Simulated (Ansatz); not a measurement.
### Question
Each is relaxed and computed with plane-wave PAW r²SCAN (Ansatz code). Which is the only metal?
A. SiGeC2, P-4m2 (Ge on 1c, Si on 1a, C on 2g)
B. Lu2CCl2, R-3m (Lu on 6c, C on 3b, Cl on 6c)
C. LaC2, Immm (La on 2a, C on 4h)
D. MgFeC2O6, P-1 (Pearson symbol aP10)

### Answer
C, LaC2, Immm (La on 2a, C on 4h). LaC2: metal; SiGeC2: gap 1.80 eV (indirect); Lu2CCl2: gap 1.22 eV (indirect); MgFeC2O6: gap 1.03 eV. Spin orders computed, not proven ground states: MgFeC2O6, P-1 (Pearson symbol aP10) ferromagnetic. Typed or built starts, not in the databases checked: SiGeC2, P-4m2 (Ge on 1c, Si on 1a, C on 2g). Standing as an ambient phase not checked: LaC2, Immm (La on 2a, C on 4h); Lu2CCl2, R-3m (Lu on 6c, C on 3b, Cl on 6c); MgFeC2O6, P-1 (Pearson symbol aP10). Weakly bound layers, chains or molecules computed without a dispersion correction, so cells and soft constants are ill determined: Lu2CCl2, R-3m (Lu on 6c, C on 3b, Cl on 6c). Perhaps ordered models of mixed-site phases: MgFeC2O6, P-1 (Pearson symbol aP10). All cells were relaxed under the symmetry of their starts (and spin orders); stability against distortions was not tested throughout. No Hubbard U is applied. Scalar-relativistic: spin–orbit coupling is off unless named, which matters more the heavier the elements.

Potentials: the later of the program's two PAW sets.
